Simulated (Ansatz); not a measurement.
The following input was run with Ansatz 0.2.0.

```yaml
crystal:
  lattice:
    - [1.9666353607, -6.0747359971, 0.0]
    - [1.9666353607, 6.0747359971, 0.0]
    - [0.0, 0.0, 4.0077470584]
  atoms:
    - { symbol: Ti, position: [0.6560194573, 0.3439805427, 0.0] }
    - { symbol: Ti, position: [0.3439805427, 0.6560194573, 0.0] }
    - { symbol: Al, position: [0.0, 0.0, 0.0] }
    - { symbol: Al, position: [0.82709198, 0.17290802, 0.5] }
    - { symbol: Al, position: [0.17290802, 0.82709198, 0.5] }
    - { symbol: Al, position: [0.5, 0.5, 0.5] }
basis:
  ecutwfc: 420
kpoints:
  mp_grid: { grid: [10, 10, 10] }
hamiltonian:
  xc: pbesol
scf:
  occupations: { method: gaussian, width: 0.1 }
output:
  forces: true
  stress: true
  eigenvalues: true
  write_density: true
  write_potential: true
  elf: true
  volumetric_format: npy
relax:
  adjacent_minimum: "off"
  f_tol: 0.005
  max_steps: 50
  cell: { stress_tol: 0.05 }
```

Launched with
```bash
ansatz run input.yaml --threads 1 --pin off --max-ram 2560MiB --backend cpu --events-out ev --progress --plain --runs-dir out
```

Computed with Ansatz, DFT PBEsol, scalar-relativistic, plane waves, PAW.

Part of what the program printed, abridged:

```
Pseudopotentials: kind: paw
Pseudopotential: Ti, paw, valence charge 12, recommended cutoff 420 eV (normal)
Pseudopotential: Al, paw, valence charge 3, recommended cutoff 420 eV (normal)
Functional definition: PBEsol
Crystal: 6 atoms, lattice volume = 95.759 Å³
Basis set: ecut = 420 eV, 1903 PW (Γ), exchange–correlation on 90×90×54 points (8 copies of the dense FFT grid, shifted against one another)
Bands: 24, of which v1, the nominal top of the filled ones, is band 18 counted from 1 (17 counted from 0)
Symmetry: 8 space group operations
Space group: Cmmm (ITA 65), of the structure as read, at distance tolerance 4.6e-5 Å
k-points: 186 of 1000
Initial density: superposition of atomic densities (neutral atoms: chi_scale 0, normalization atom), corrected by the library's trained network
Initial wavefunctions: pseudopotential atomic-orbital guess
Functional: x = pbesol(κ = 0.804, μ = 0.12345679), c = pbesol(β = 0.046)
SCF iter   1: F=—  HF=-7048.582980 eV  |F-HF|=—  |Δ(HF+E_count)|=         —  Δρ=3.93e-3  dr2=1.12e-2  ethr=1.77e-3  ⟨swp⟩=6.1  Hψ=22516  notcnv=0
SCF iter   2: F=—  HF=-7048.580261 eV  |F-HF|=—  |Δ(HF+E_count)|=   2.72e-3  Δρ=1.91e-3  dr2=3.68e-3  ethr=3.12e-5  ⟨swp⟩=2.0  Hψ=8696  notcnv=0  defer=3
SCF iter   3: F=—  HF=-7048.579437 eV  |F-HF|=—  |Δ(HF+E_count)|=   8.24e-4  Δρ=3.88e-4  dr2=2.41e-4  ethr=1.02e-5  ⟨swp⟩=2.6  Hψ=6814  notcnv=0  defer=3
SCF iter   4: F=—  HF=-7048.579384 eV  |F-HF|=—  |Δ(HF+E_count)|=   5.31e-5  Δρ=5.15e-5  dr2=3.11e-6  ethr=6.70e-7  ⟨swp⟩=2.0  Hψ=5979  notcnv=0  defer=4
SCF iter   5: F=—  HF=-7048.579472 eV  |F-HF|=—  |Δ(HF+E_count)|=   8.79e-5  Δρ=1.57e-5  dr2=2.31e-7  ethr=8.65e-9  ⟨swp⟩=2.0  Hψ=6018  notcnv=0  defer=4
SCF iter   6: F=-7048.579472 eV  HF=-7048.579472 eV  |F-HF|=6.51e-9  |Δ(HF+E_count)|=   4.08e-8  Δρ=3.01e-6  dr2=1.08e-8  ethr=2.78e-10  ⟨swp⟩=10.7  Hψ=25951  notcnv=0
SCF 1 converged in 6 iterations: F = -7048.579472 eV  dr2 = 1.08e-8
relax step   1: F+E_penalty+E_count = -7048.57947154 eV  Δ(F+E_penalty+E_count) = +0.000e0 eV  max|allowed force component| = 3.185e-2 eV/Å  Δτ_max = 0.0000 Å  P = -2.760 GPa  Ω = 95.759 Å³  (6 SCF iters, dr2 threshold 1.00e-7 eV, accepted)
Crystal: 6 atoms, lattice volume = 91.957 Å³
Basis set: ecut = 420 eV, 1815 PW (Γ), exchange–correlation on 90×90×54 points (8 copies of the dense FFT grid, shifted against one another)
Initial density: handed on by an earlier stage of this run
Initial wavefunctions: those handed on with the density
SCF iter   1: F=—  HF=-7048.595622 eV  |F-HF|=—  |Δ(HF+E_count)|=         —  Δρ=2.70e-3  dr2=2.10e-2  ethr=5.63e-5  ⟨swp⟩=1.0  Hψ=25663  notcnv=0
SCF iter   2: F=—  HF=-7048.592729 eV  |F-HF|=—  |Δ(HF+E_count)|=   2.89e-3  Δρ=1.55e-3  dr2=8.24e-3  ethr=5.63e-5  ⟨swp⟩=1.0  Hψ=4465  notcnv=0
SCF iter   3: F=—  HF=-7048.590829 eV  |F-HF|=—  |Δ(HF+E_count)|=   1.90e-3  Δρ=2.04e-4  dr2=6.85e-5  ethr=2.29e-5  ⟨swp⟩=2.0  Hψ=5815  notcnv=0
SCF iter   4: F=—  HF=-7048.590890 eV  |F-HF|=—  |Δ(HF+E_count)|=   6.07e-5  Δρ=8.31e-5  dr2=6.46e-6  ethr=1.90e-7  ⟨swp⟩=2.0  Hψ=6169  notcnv=0
SCF iter   5: F=-7048.590888 eV  HF=-7048.590888 eV  |F-HF|=3.22e-7  |Δ(HF+E_count)|=   1.52e-6  Δρ=2.04e-5  dr2=4.29e-7  ethr=1.79e-8  ⟨swp⟩=2.3  Hψ=6322  notcnv=0
SCF iter   6: F=-7048.590888 eV  HF=-7048.590888 eV  |F-HF|=1.34e-8  |Δ(HF+E_count)|=   8.07e-8  Δρ=4.49e-6  dr2=1.93e-8  ethr=1.19e-9  ⟨swp⟩=5.5  Hψ=25848  notcnv=0
SCF 2 converged in 6 iterations: F = -7048.590888 eV  dr2 = 1.93e-8
relax step   2: F+E_penalty+E_count = -7048.59088792 eV  Δ(F+E_penalty+E_count) = -1.142e-2 eV  max|allowed force component| = 1.682e-1 eV/Å  Δτ_max = 0.0182 Å  P = +1.803 GPa  Ω = 91.957 Å³  energy of the carried Pulay correction = +1.116e-3 eV  (6 SCF iters, dr2 threshold 6.00e-7 eV, accepted)
Crystal: 6 atoms, lattice volume = 93.435 Å³
Basis set: ecut = 420 eV, 1843 PW (Γ), exchange–correlation on 90×90×54 points (8 copies of the dense FFT grid, shifted against one another)
SCF iter   1: F=—  HF=-7048.603382 eV  |F-HF|=—  |Δ(HF+E_count)|=         —  Δρ=2.10e-3  dr2=1.24e-2  ethr=3.50e-5  ⟨swp⟩=1.0  Hψ=24607  notcnv=0
SCF iter   2: F=—  HF=-7048.601862 eV  |F-HF|=—  |Δ(HF+E_count)|=   1.52e-3  Δρ=1.14e-3  dr2=4.57e-3  ethr=3.43e-5  ⟨swp⟩=1.0  Hψ=4467  notcnv=0
SCF iter   3: F=—  HF=-7048.600921 eV  |F-HF|=—  |Δ(HF+E_count)|=   9.42e-4  Δρ=1.67e-4  dr2=7.60e-5  ethr=1.27e-5  ⟨swp⟩=2.0  Hψ=5738  notcnv=0
SCF iter   4: F=—  HF=-7048.600987 eV  |F-HF|=—  |Δ(HF+E_count)|=   6.65e-5  Δρ=6.79e-5  dr2=3.93e-6  ethr=2.11e-7  ⟨swp⟩=2.0  Hψ=6058  notcnv=0
SCF iter   5: F=-7048.600986 eV  HF=-7048.600986 eV  |F-HF|=1.54e-7  |Δ(HF+E_count)|=   8.53e-7  Δρ=1.47e-5  dr2=2.16e-7  ethr=1.09e-8  ⟨swp⟩=2.1  Hψ=5886  notcnv=0
SCF iter   6: F=-7048.600986 eV  HF=-7048.600986 eV  |F-HF|=6.45e-9  |Δ(HF+E_count)|=   5.92e-8  Δρ=3.42e-6  dr2=1.14e-8  ethr=5.99e-10  ⟨swp⟩=5.3  Hψ=25719  notcnv=0
SCF 3 converged in 6 iterations: F = -7048.600986 eV  dr2 = 1.14e-8
relax step   3: F+E_penalty+E_count = -7048.60098632 eV  Δ(F+E_penalty+E_count) = -1.010e-2 eV  max|allowed force component| = 1.097e-2 eV/Å  Δτ_max = 0.0165 Å  P = -0.059 GPa  Ω = 93.435 Å³  energy of the carried Pulay correction = +6.767e-4 eV  (6 SCF iters, dr2 threshold 6.00e-7 eV, accepted)
Crystal: 6 atoms, lattice volume = 93.392 Å³
SCF iter   1: F=—  HF=-7048.600968 eV  |F-HF|=—  |Δ(HF+E_count)|=         —  Δρ=1.28e-4  dr2=5.06e-5  ethr=1.39e-7  ⟨swp⟩=2.5  Hψ=23716  notcnv=0
SCF iter   2: F=—  HF=-7048.601049 eV  |F-HF|=—  |Δ(HF+E_count)|=   8.11e-5  Δρ=6.82e-5  dr2=1.75e-5  ethr=1.39e-7  ⟨swp⟩=1.0  Hψ=4467  notcnv=0
SCF iter   3: F=—  HF=-7048.601036 eV  |F-HF|=—  |Δ(HF+E_count)|=   1.31e-5  Δρ=1.30e-5  dr2=5.16e-7  ethr=4.87e-8  ⟨swp⟩=2.0  Hψ=5748  notcnv=0
SCF iter   4: F=-7048.601036 eV  HF=-7048.601036 eV  |F-HF|=1.10e-8  |Δ(HF+E_count)|=   1.06e-7  Δρ=4.04e-6  dr2=1.53e-8  ethr=1.43e-9  ⟨swp⟩=2.0  Hψ=5863  notcnv=0
SCF iter   5: F=-7048.601036 eV  HF=-7048.601036 eV  |F-HF|=3.35e-10  |Δ(HF+E_count)|=   3.95e-9  Δρ=8.64e-7  dr2=6.14e-10  ethr=4.25e-11  ⟨swp⟩=2.2  Hψ=6594  notcnv=0
SCF iter   6: F=-7048.601036 eV  HF=-7048.601036 eV  |F-HF|=2.18e-11  |Δ(HF+E_count)|=  2.16e-10  Δρ=1.86e-7  dr2=3.02e-11  ethr=1.71e-12  ⟨swp⟩=3.5  Hψ=19635  notcnv=0
SCF 4 converged in 6 iterations: F = -7048.601036 eV  dr2 = 3.02e-11
relax step   4: F+E_penalty+E_count = -7048.60103616 eV  Δ(F+E_penalty+E_count) = -4.984e-5 eV  max|allowed force component| = 2.719e-3 eV/Å  Δτ_max = 0.0009 Å  P = -0.006 GPa  Ω = 93.392 Å³  energy of the carried Pulay correction = +6.895e-4 eV  (6 SCF iters, accepted)
Initial wavefunctions: pseudopotential atomic-orbital guess (no wavefunctions were taken with the density)
SCF iter   1: F=—  HF=-7048.600365 eV  |F-HF|=—  |Δ(HF+E_count)|=         —  Δρ=1.80e-5  dr2=4.49e-8  ethr=1.41e-7  ⟨swp⟩=2.8  Hψ=33018  notcnv=0
SCF iter   2: F=—  HF=-7048.600444 eV  |F-HF|=—  |Δ(HF+E_count)|=   7.90e-5  Δρ=9.39e-6  dr2=9.27e-9  ethr=1.25e-10  ⟨swp⟩=2.0  Hψ=6345  notcnv=0
SCF iter   3: F=—  HF=-7048.600444 eV  |F-HF|=—  |Δ(HF+E_count)|=   2.00e-8  Δρ=1.11e-6  dr2=2.23e-10  ethr=2.58e-11  ⟨swp⟩=2.1  Hψ=5806  notcnv=0
SCF iter   4: F=-7048.600444 eV  HF=-7048.600444 eV  |F-HF|=1.64e-11  |Δ(HF+E_count)|=  2.59e-10  Δρ=2.04e-7  dr2=3.61e-11  ethr=1.00e-12  ⟨swp⟩=2.5  Hψ=7057  notcnv=0
SCF iter   5: F=-7048.600444 eV  HF=-7048.600444 eV  |F-HF|=2.73e-12  |Δ(HF+E_count)|=  1.82e-12  Δρ=5.08e-8  dr2=1.67e-12  ethr=1.00e-12  ⟨swp⟩=1.0  Hψ=4464  notcnv=0
SCF iter   6: F=-7048.600444 eV  HF=-7048.600444 eV  |F-HF|=0.00e0  |Δ(HF+E_count)|=  1.82e-12  Δρ=9.00e-9  dr2=1.73e-13  ethr=1.00e-12  ⟨swp⟩=1.0  Hψ=4464  notcnv=0
SCF iter   7: F=-7048.600444 eV  HF=-7048.600444 eV  |F-HF|=0.00e0  |Δ(HF+E_count)|=    0.00e0  Δρ=2.73e-9  dr2=4.30e-15  ethr=1.00e-12  ⟨swp⟩=1.0  Hψ=4464  notcnv=0
SCF iter   8: F=-7048.600444 eV  HF=-7048.600444 eV  |F-HF|=0.00e0  |Δ(HF+E_count)|=  9.09e-13  Δρ=5.56e-10  dr2=2.24e-16  ethr=1.00e-12  ⟨swp⟩=2.0  Hψ=12693  notcnv=0
SCF 5 converged in 8 iterations: F = -7048.600444 eV  dr2 = 2.24e-16
SCF converged after 8 iterations
Free energy (F): -7048.600444 eV
Harris-Foulkes:  -7048.600444 eV  (|F-HF|=0.00e0)
Internal energy: -7048.587252 eV  (E = F + TS)
E sigma→0 (E₀):  -7048.593848 eV
Entropy (-TS):   -0.013192 eV (-2.199 meV/atom)
Fermi energy:    10.467782 eV
--- Per-component energies (eV) ---
  E_band       = -311.171321
  E_kinetic    = 642.585212
  E_local      = -2323.417675  (includes V_loc(G=0)·N_el)
  E_nonlocal   = 62.605137
  E_hartree    = 1014.156922
  E_xc         = -353.910475
  E_vxc        = -363.393592  (∫ρ·V_xc dr)
  E_paw        = -3865.914609  (= ΣΔE_a)
  E_vpaw       = -357.864469  (= ΣTr[D̂ρ^β])
  E_aug_tail   = 0.000222  (compensation charges beyond the density's cutoff)
  E_ewald      = -2225.047310
  E_core_change = 0.355325  (= ΣΔE_core)
  E_smearing   = -0.013192  (= −TS)
--- Forces (eV/Å), atoms counted from 1 ---
  atom   1  Ti     0.00000000     0.00035038     0.00000000
  atom   2  Ti     0.00000000    -0.00035038     0.00000000
  atom   3  Al     0.00000000     0.00000000     0.00000000
  atom   4  Al     0.00000000     0.00286060     0.00000000
  atom   5  Al     0.00000000    -0.00286060     0.00000000
  atom   6  Al     0.00000000     0.00000000     0.00000000
--- Stress (GPa, compression-positive) ---
       -0.019601       0.000000       0.000000
        0.000000      -0.018465       0.000000
        0.000000       0.000000      -0.021557
  P = ⅓ Tr σ = -0.0199 GPa (-0.199 kbar)
--- Band table (eV; the first three rows and the last of 186) ---
  k-point 0: bands = ["-45.9381", "-45.9069", "-22.4053", "-22.3708", "-22.3706", "-22.3499", "-22.2487", "-22.2031", "0.3540", "4.3930", "4.4778", "8.2288", "8.6091", "8.7254", "8.8528", "9.7523", "9.9301", "9.9679", "10.8423", "11.0374", "11.3320", "11.4750", "11.5235", "13.4647"]
  k-point 1: bands = ["-45.9381", "-45.9069", "-22.4073", "-22.3724", "-22.3704", "-22.3498", "-22.2486", "-22.2030", "0.4509", "4.4394", "4.5679", "7.3723", "8.7112", "8.9000", "8.9002", "9.7436", "9.8184", "10.2819", "10.5792", "10.9216", "11.3614", "11.5671", "11.8438", "13.6059"]
  k-point 2: bands = ["-45.9379", "-45.9067", "-22.4127", "-22.3766", "-22.3697", "-22.3494", "-22.2483", "-22.2027", "0.7381", "4.5584", "4.8328", "6.2061", "8.5701", "8.7422", "9.0375", "9.5085", "9.8981", "10.4635", "10.7608", "10.7920", "11.0852", "11.6555", "12.6717", "13.2974"]
  k-point 185: bands = ["-45.9365", "-45.9071", "-22.4243", "-22.3900", "-22.3510", "-22.3497", "-22.2462", "-22.2194", "2.8148", "3.4540", "3.7198", "5.5802", "8.2890", "8.3588", "8.4826", "9.6230", "10.5387", "11.2980", "11.4191", "11.8314", "11.9580", "12.2235", "12.2275", "12.6534"]
--- Relaxed structure (4 steps of the walk, 4 accepted, 1 SCFs on fresh bases) ---
  F+E_penalty+E_count = -7048.60044423 eV   max|allowed force component| = 2.861e-3 eV/Å   (the final SCF, on the basis selected at the relaxed cell)
  cell:  # Å, volume = 93.3919 Å³
    - [1.95042575, -6.02670174, 0.0]
    - [1.95042575, 6.02670174, 0.0]
    - [0.0, 0.0, 3.97255576]
  atoms:
    - { symbol: Ti, position: [0.65623163, 0.34376836, 0.0] }
    - { symbol: Ti, position: [0.34376836, 0.65623163, 0.0] }
    - { symbol: Al, position: [0.0, 0.0, 0.0] }
    - { symbol: Al, position: [0.82712819, 0.17287180, 0.5] }
    - { symbol: Al, position: [0.17287180, 0.82712819, 0.5] }
    - { symbol: Al, position: [0.49999999, 0.49999999, 0.5] }
```

The relaxation met its thresholds.

The run took 71 s on 1 thread of Intel(R) Xeon(R) 6975P-C (Granite Rapids), with other jobs on the host, peak memory 0.65 GiB.